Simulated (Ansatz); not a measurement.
How much do the gradients of MgTiS3O12 depend on the method?

Cell: a Materials Project structure (computed, not necessarily an observed phase), atoms as given.

Space group R3c:H (No. 161); a = 8.5994, c = 22.1890 Å, γ = 120.00°.

```csv
site,Wyckoff,site symmetry,x,y,z
Mg,6a,3.,0.0000,0.0000,0.3545
Ti,6a,3.,0.0000,0.0000,0.6447
S,18b,1,0.9566,0.3355,0.5843
O11,18b,1,0.2074,0.0286,0.3038
O17,18b,1,0.7942,0.9660,0.6960
O23,18b,1,0.0209,0.8209,0.4073
O29,18b,1,0.9713,0.1682,0.5922
```

One atom of each set is listed; the run and its k-mesh use a cell of 34 atoms with edges of 8.91, 8.91, 8.91 Å.

First run. Method: Kohn–Sham DFT in Ansatz, PBE, plane waves and PAW, scalar-relativistic, 420 eV cutoff, Γ-centred 3×3×3 k-points, Fermi–Dirac smearing 0.02 eV.

```csv
site,V_zz (10²¹ V/m²),η
Mg,0.19,0.00
Ti,0.46,0.00
S,-3.84,0.26
O11,13.10,0.08
O17,14.56,0.07
O23,13.20,0.08
O29,14.32,0.10
```

Second run. The same atoms and settings, except that the functional is r2SCAN and the cutoff is 500 eV.

Problem. What does the second run give?

Solution. 

```csv
site,V_zz,η,change of V_zz
Mg,0.19,0.00,0.00
Ti,0.42,0.00,-0.04
S,-4.11,0.29,-0.27
O11,13.48,0.09,+0.38
O17,15.04,0.07,+0.48
O23,13.64,0.08,+0.44
O29,14.83,0.10,+0.51
```

The largest change of V_zz is on O29, from 14.32 to 14.83. In per cent, |V_zz| changes by +7 on S, +3 to +4 on O (all sites that start above 0.5).

The largest force is 0.4 eV/Å, so the atoms aren't at the calculated equilibrium and relaxing them would move these values.
